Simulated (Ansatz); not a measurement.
# Zone-centre phonons of BaTiO$_{3}$: input and output

Computed with DFT PBE+D3(BJ), scalar-relativistic, plane waves, PAW in Ansatz.

Launched with:
```bash
ansatz run input.yaml --threads 2 --pin off --max-ram 7168MiB --backend cpu --events-out ev --progress --plain --runs-dir out
```

Input (bare energies are in eV):
```yaml
crystal:
  lattice:
    - [3.9926, 0.0, 0.0]
    - [0.0, 3.9926, 0.0]
    - [0.0, 0.0, 3.9926]
  atoms:
    - { symbol: Ba, position: [0.0, 0.0, 0.0] }
    - { symbol: Ti, position: [0.5, 0.5, 0.5] }
    - { symbol: O, position: [0.5, 0.5, 0.0] }
    - { symbol: O, position: [0.5, 0.0, 0.5] }
    - { symbol: O, position: [0.0, 0.5, 0.5] }
basis:
  ecutwfc: 420
kpoints:
  mp_grid: { grid: [8, 8, 8] }
hamiltonian:
  xc: pbe
  dispersion: d3bj
scf:
  occupations: { method: fixed }
output:
  eigenvalues: true
phonons:
  method: dfpt
  dielectric: true
  rigid_motions: translations
  eigenvectors: true
```

Results section of the output:
```
--- Phonons (Γ-DFPT): 4 representative perturbations + reference, on 170 of 512 k-points (Σ response iterations 13) ---
  k mesh reduced under 2 symmetry operations, with k and −k counted as one. Each operation leaves every solved perturbation unchanged. A smaller set is not considered because the run solves the response ...
  ASR residual: 4.033e-4 → 0.000e0 eV/Å²; symmetrization residual: 2.168e-6 eV/Å²
  pairwise dispersion correction: d3bj (s6 = 1.0, s8 = 0.7875, a1 = 0.4289, a2_bohr = 4.4407), with the weights of each atom's references fixed at the reference crystal's, and the forces and stress that the weights' published response gives ...
  ASR residual per site (eV/Å²): 5.96e-5 3.74e-4 4.03e-4 4.03e-4 4.03e-4
  Γ frequencies (cm⁻¹): -208.83 -208.83 -208.83 0.00 0.00 0.00 171.75 171.75 171.75 283.08 283.08 283.08 465.06 465.06 465.06
  ε∞ (high-frequency dielectric tensor):
        6.671368    -0.000000     0.000000
       -0.000000     6.671368     0.000000
        0.000000     0.000000     6.671368
  softest optical mode at Γ: -208.83 cm⁻¹; the repairs (sum rule, projections) moved no ω² at Γ by more than (2.72 cm⁻¹)²
  Born effective charges Z* (e; rows j = field, columns β = displacement):
    site 0:
         2.77042   -0.00000    0.00000
         0.00000    2.77042    0.00000
        -0.00000    0.00000    2.77042
    site 1:
         7.36458    0.00000   -0.00000
        -0.00000    7.36458    0.00000
         0.00000    0.00000    7.36458
    site 2:
        -2.14805    0.00000   -0.00000
        -0.00000   -2.14805    0.00000
         0.00000    0.00000   -5.83890
    site 3:
        -2.14805   -0.00000    0.00000
         0.00000   -5.83890    0.00000
         0.00000    0.00000   -2.14805
    site 4:
        -5.83890   -0.00000   -0.00000
         0.00000   -2.14805    0.00000
         0.00000    0.00000   -2.14805
  Z* charge neutrality: 4.435e-3 e pre-enforcement
  solved inside a basis spanned on kpoints, on 8×8×8 k-points, its susceptibility summed on 12×12×12: ε∞ is read to err by 2.1e-2, Z* by 3.1e-2 e (field_mesh: kpoints solves on kpoints); Z* is corrected for ...
  optical modes at Γ without the LO–TO term, one row a degenerate level:
      ω (cm⁻¹) modes IR ((D/Å)²/amu)
       -208.83      3           255.9621
        171.75      3             7.3450
        283.08      3             0.0000
        465.06      3             6.3927
  optical modes at Γ + LO–TO along q̂ = [1.0000, 0.0000, 0.0000]:
      ω (cm⁻¹) modes IR ((D/Å)²/amu)
       -208.83      2           170.6414
        164.45      1             0.0936
        171.75      2             4.8966
        283.08      3             0.0000
        450.60      1             2.9057
        465.06      2             4.2618
        650.90      1            86.9006
  optical modes at Γ + LO–TO along q̂ = [0.0000, 1.0000, 0.0000]:
      ω (cm⁻¹) modes IR ((D/Å)²/amu)
       -208.83      2           170.6414
        164.45      1             0.0936
        171.75      2             4.8966
        283.08      3             0.0000
        450.60      1             2.9057
        465.06      2             4.2618
        650.90      1            86.9006
  optical modes at Γ + LO–TO along q̂ = [0.0000, 0.0000, 1.0000]:
      ω (cm⁻¹) modes IR ((D/Å)²/amu)
       -208.83      2           170.6414
        164.45      1             0.0936
        171.75      2             4.8966
        283.08      3             0.0000
        450.60      1             2.9057
        465.06      2             4.2618
        650.90      1            86.9006
```

It took 58 s on 2 threads of Intel(R) Xeon(R) 6975P-C (Granite Rapids) (shared host), peak memory 1.4 GiB.

Its imaginary modes show that this cell, the ideal cubic perovskite prototype, isn't a minimum of the energy. Spin–orbit coupling is left out, which matters for heavy elements.

Negative frequencies stand for imaginary ones: the cell is unstable against these modes.